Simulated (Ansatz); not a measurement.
NbCoAs:
```xyz
12
Lattice="6.2812 0.0000 0.0000 0.0000 3.7186 0.0000 0.0000 0.0000 7.1071" Properties=species:S:1:pos:R:3 pbc="T T T"
Nb     0.1469     0.9297     1.2132
Nb     6.1343     2.7890     5.8939
Nb     2.9937     2.7890     4.7668
Nb     3.2875     0.9297     2.3403
Co     0.9478     0.9297     4.0100
Co     5.3334     2.7890     3.0971
Co     2.1928     2.7890     0.4564
Co     4.0884     0.9297     6.6507
As     1.7652     0.9297     6.2453
As     4.5160     2.7890     0.8618
As     1.3754     2.7890     2.6917
As     4.9058     0.9297     4.4154
```

Relaxed with r²SCAN.

Which orbitals make up the states near the Fermi level in r²SCAN (plane waves, PAW; program Ansatz)?

Within 0.5 eV of the Fermi level: Co 3d 51 %, Nb 4d 40 %, As 4p 5 %. Projections are on Löwdin-orthogonalised atomic valence shells; empty p or d shells of many metals are not among them.

Tabulate the density of states.

States/eV per cell of 12 atoms, in 0.25 eV bins, energy from the Fermi level.

```csv
E (eV),total,Co 3d,Nb 4d,As 4p
-7.85,0.86,0.03,0.17,0.43
-7.60,4.17,0.17,0.82,2.10
-7.35,6.29,0.37,1.26,3.14
-7.10,5.32,0.40,0.98,2.69
-6.85,6.32,0.61,1.05,3.21
-6.60,4.37,0.49,0.77,2.21
-6.35,3.23,0.42,0.64,1.61
-6.10,2.92,0.38,0.59,1.51
-5.85,5.06,0.65,1.10,2.70
-5.60,7.52,1.09,1.69,4.05
-5.35,9.81,1.80,2.31,5.09
-5.10,13.38,2.42,3.09,7.24
-4.85,14.34,3.25,2.81,7.73
-4.60,9.35,2.58,1.65,4.77
-4.35,2.25,0.57,0.41,1.15
-4.10,0.70,0.19,0.09,0.37
-3.85,0.08,0.02,0.02,0.04
-3.60,0.42,0.14,0.15,0.10
-3.35,4.85,1.72,2.41,0.29
-3.10,14.48,6.30,6.45,0.64
-2.85,19.15,11.10,6.29,0.55
-2.60,16.62,9.84,4.78,0.68
-2.35,14.35,9.63,3.20,0.61
-2.10,16.62,12.06,3.32,0.46
-1.85,8.71,6.02,2.07,0.24
-1.60,19.69,15.97,2.48,0.46
-1.35,17.25,13.32,2.74,0.51
-1.10,11.22,7.60,2.84,0.36
-0.85,10.48,6.68,3.07,0.35
-0.60,6.22,3.73,2.15,0.18
-0.35,8.02,4.58,2.99,0.28
-0.10,8.63,4.84,3.07,0.49
0.15,10.52,5.05,4.38,0.70
0.40,5.44,2.16,2.73,0.33
0.65,7.02,1.90,4.40,0.37
0.90,10.30,2.41,6.83,0.52
1.15,12.07,2.53,8.13,0.71
1.40,8.28,1.54,5.67,0.52
1.65,8.37,1.44,5.66,0.70
1.90,11.08,1.67,7.69,0.91
2.15,7.85,1.21,4.79,0.92
2.40,4.02,0.57,2.03,0.62
2.65,6.89,0.87,3.45,0.93
2.90,6.88,0.82,3.51,1.13
3.15,7.52,0.86,3.64,1.62
3.40,8.19,0.84,3.83,2.06
3.65,8.15,0.77,3.51,2.33
3.90,6.87,0.58,2.86,2.16
4.15,6.48,0.53,2.48,2.20
4.40,3.88,0.27,1.37,1.22
4.65,2.80,0.17,0.90,0.80
```

Space group Pnma. The first step of the workflow began from a Materials Project structure, measured or hypothetical; the Crystallography Open Database files this formula in space group No. 62, but the cells were not matched. Whether it is the stable phase at ambient conditions was not checked. Symmetry was held in the r²SCAN relaxation; whether a distortion lowers the energy is not shown. The run is not spin-polarised. Spin–orbit coupling is left out wherever it is not named.

Potentials: the later of the program's two PAW sets.
